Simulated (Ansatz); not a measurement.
## Chalcopyrite alloy of ZnSiP2 and MgSiP2 (3 of 16 Zn sites exchanged), 64 atoms

Ansatz, PAW, plane waves. PBEsol relaxation of cell lengths and atoms (angles held) at the single k point (¼, ¼, ¼) without its symmetry partners; single points on the relaxed atoms at the Γ point alone, onto which points of the small cell's zone fold. Arrangement: quasirandom. No spin–orbit coupling unless named.

Relaxed structure:

```cif
data_structure
_symmetry_space_group_name_H-M 'P 1'
_symmetry_Int_Tables_number 1
_cell_length_a 10.8197
_cell_length_b 10.8133
_cell_length_c 10.4384
_cell_angle_alpha 90.000
_cell_angle_beta 90.000
_cell_angle_gamma 90.001
_cell_volume 1221.25
loop_
_atom_site_label
_atom_site_type_symbol
_atom_site_fract_x
_atom_site_fract_y
_atom_site_fract_z
_atom_site_occupancy
Zn1 Zn 0.99919 0.00059 0.00111 1
Zn2 Zn 0.99921 0.49903 0.00101 1
Zn3 Zn 0.49878 0.50101 0.00162 1
Zn4 Zn 0.00050 0.25100 0.25059 1
Zn5 Zn 0.00003 0.74892 0.25018 1
Zn6 Zn 0.49826 0.24996 0.25065 1
Zn7 Zn 0.50102 0.74945 0.25049 1
Zn8 Zn 0.24886 0.99818 0.75013 1
Zn9 Zn 0.24970 0.50003 0.75063 1
Zn10 Zn 0.75181 0.00019 0.75041 1
Zn11 Zn 0.24944 0.24966 0.50018 1
Zn12 Zn 0.24932 0.75038 0.49975 1
Zn13 Zn 0.75021 0.75131 0.50021 1
Mg1 Mg 0.49956 0.00067 0.99972 1
Mg2 Mg 0.74791 0.49932 0.74962 1
Mg3 Mg 0.74712 0.24856 0.49880 1
Si1 Si 0.00299 0.99757 0.50028 1
Si2 Si 0.00509 0.50248 0.49895 1
Si3 Si 0.49732 0.99790 0.49999 1
Si4 Si 0.49442 0.50367 0.49597 1
Si5 Si 0.24775 0.99990 0.25057 1
Si6 Si 0.24964 0.50063 0.24805 1
Si7 Si 0.75299 0.99816 0.25119 1
Si8 Si 0.74965 0.50340 0.24865 1
Si9 Si 0.24721 0.25303 0.00079 1
Si10 Si 0.24756 0.74786 0.00025 1
Si11 Si 0.75219 0.25040 0.00199 1
Si12 Si 0.75316 0.74995 0.99863 1
Si13 Si 0.00502 0.24833 0.75045 1
Si14 Si 0.00254 0.75275 0.75028 1
Si15 Si 0.49425 0.25022 0.75028 1
Si16 Si 0.49755 0.75075 0.74783 1
P1 P 0.13169 0.12586 0.12507 1
P2 P 0.13031 0.62274 0.12401 1
P3 P 0.64065 0.12956 0.13287 1
P4 P 0.63356 0.62679 0.12261 1
P5 P 0.11949 0.12212 0.62475 1
P6 P 0.11929 0.62698 0.62539 1
P7 P 0.60819 0.11869 0.63171 1
P8 P 0.60889 0.62970 0.61749 1
P9 P 0.36678 0.37490 0.12497 1
P10 P 0.36009 0.86898 0.12992 1
P11 P 0.86736 0.37641 0.12608 1
P12 P 0.86743 0.87378 0.12471 1
P13 P 0.37377 0.11631 0.37445 1
P14 P 0.37097 0.61980 0.37227 1
P15 P 0.88175 0.11038 0.37153 1
P16 P 0.87484 0.61743 0.37619 1
P17 P 0.12651 0.38339 0.37379 1
P18 P 0.12529 0.88083 0.37502 1
P19 P 0.61807 0.39119 0.36911 1
P20 P 0.62495 0.88272 0.37498 1
P21 P 0.12354 0.36892 0.87598 1
P22 P 0.12539 0.86859 0.87631 1
P23 P 0.61794 0.35969 0.88109 1
P24 P 0.63025 0.86090 0.86877 1
P25 P 0.38132 0.37646 0.62302 1
P26 P 0.37915 0.87463 0.62473 1
P27 P 0.89672 0.37456 0.62398 1
P28 P 0.88334 0.87533 0.62489 1
P29 P 0.36495 0.13861 0.87089 1
P30 P 0.37454 0.63275 0.87507 1
P31 P 0.87562 0.13354 0.87445 1
P32 P 0.88238 0.63730 0.87872 1
```

Problem. What are the mean bond lengths by pair (pairs within 1.2 times the sum of covalent radii, less contacts 15 % beyond the pair's median; cation–cation pairs of compounds aside; long ionic contacts are cut short by that bound)?

Solution. Mg–P 2.481 ± 0.004 Å (standard deviation, 12 bonds); P–Si 2.255 ± 0.011 Å (standard deviation, 64 bonds); P–Zn 2.357 ± 0.009 Å (standard deviation, 52 bonds).

Problem. What gap lies between the top filled and the lowest empty level in the single points?

Solution. HSE06 1.98 eV (52 s on NVIDIA H100).
